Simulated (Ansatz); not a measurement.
## Computed properties of ScPd3C

ScPd3C:
```xyz
5
Lattice="4.1818 0.0000 0.0000 0.0000 4.1818 0.0000 0.0000 0.0000 4.1818" Properties=species:S:1:pos:R:3 pbc="T T T"
Sc     0.0000     0.0000     0.0000
Pd     0.0000     2.0909     2.0909
Pd     2.0909     0.0000     2.0909
Pd     2.0909     2.0909     0.0000
C      2.0909     2.0909     2.0909
```

Space group Pm-3m (No. 221), anti-perovskite; conventional cell a = b = c = 4.182 Å, α = β = γ = 90.00°.

Method: r²SCAN (plane waves, PAW; program Ansatz). Structure relaxed to zero pressure with the same functional. Other levels are named where they apply.

### Cell and energy

```yaml
volume_per_atom: 14.63 Å³
density: 8.54 g/cm³
Formation energy from the elements (no fitted shifts): -0.20 eV/atom
```

### Electronic structure

```yaml
electronic_character: metallic (no gap)
Density of states at the Fermi level: 0.72 states/eV per atom (mean over ±0.08 eV)
Gap with spin–orbit coupling: none (metallic)
```

### Mechanics

```yaml
Bulk modulus (Birch–Murnaghan fit): 177 GPa
Pressure derivative B′: 4.8
```

The start of the workflow was typed in or built on a structure type; neither database checked (COD, Materials Project) lists it. Its standing as an ambient phase is unchecked. The cell was relaxed with r²SCAN under the symmetry of its start; whether a distortion lowers the energy is not shown. The run is not spin-polarised. The references are the lowest solids computed at this level, not always the standard phases. Spin–orbit coupling is left out wherever it is not named.

Potentials: the earlier of the program's two PAW sets.
